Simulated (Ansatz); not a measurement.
Relaxed AlN (wurtzite):

```
CELL_PARAMETERS angstrom
      3.10656     0.00000     0.00000
     -1.55328     2.69036     0.00000
      0.00000     0.00000     9.95609
ATOMIC_POSITIONS crystal
  Al 0.33333 0.66667 0.49829
  Al 0.33333 0.66667 0.99829
  Al 0.66667 0.33333 0.24829
  Al 0.66667 0.33333 0.74829
  N  0.33333 0.66667 0.18911
  N  0.33333 0.66667 0.68911
  N  0.66667 0.33333 0.43911
  N  0.66667 0.33333 0.93911
```

The atoms are displaced by Q × the pattern below (from a DFPT mode at A = (0.0, 0.0, 0.5), largest move 1; Q in Å), at fixed cell. It is one choice among 4 degenerate patterns. (q is in reciprocal vectors of the primitive cell; the cell shown is doubled to hold the pattern.)

```
atom      x       y      z
----  -----  ------  -----
Al1   0.000  -1.000  0.000
Al2   0.000   1.000  0.000
Al3   0.000  -0.101  0.000
Al4   0.000   0.101  0.000
N5    0.000   0.006  0.000
N6    0.000  -0.006  0.000
N7    0.000  -0.949  0.000
N8    0.000   0.949  0.000
```

These are r2SCAN (plane waves to 500 eV, PAW, scalar-relativistic; Ansatz, a first-principles code) values and carry that method's errors. k mesh 12×12×4 (Γ-centred), Fermi-Dirac smearing 0.05 eV. AlN was relaxed with its symmetry unable to fall. The PAW data are Ansatz's earlier set.

At one point of the scan the forces (eV/Å) are:

| atom | Fx | Fy | Fz |
|---|---|---|---|
| Al1 | 0.000 | -0.280 | 0.014 |
| Al2 | 0.000 | 0.263 | 0.014 |
| Al3 | 0.000 | -0.017 | 0.011 |
| Al4 | 0.000 | 0.037 | 0.012 |
| N5 | 0.000 | -0.009 | -0.016 |
| N6 | 0.000 | -0.010 | -0.016 |
| N7 | 0.000 | -0.127 | -0.010 |
| N8 | 0.000 | 0.141 | -0.010 |

Task: Which point is it?
(A) Q = -0.100 Å
(B) Q = -0.050 Å
(C) Q = -0.083 Å
(D) Q = -0.033 Å

Result: C, Q = -0.083 Å

(For displaced atoms, the force is minus the slope of the energy, and its curvature is a force constant, which sets phonon frequencies.)
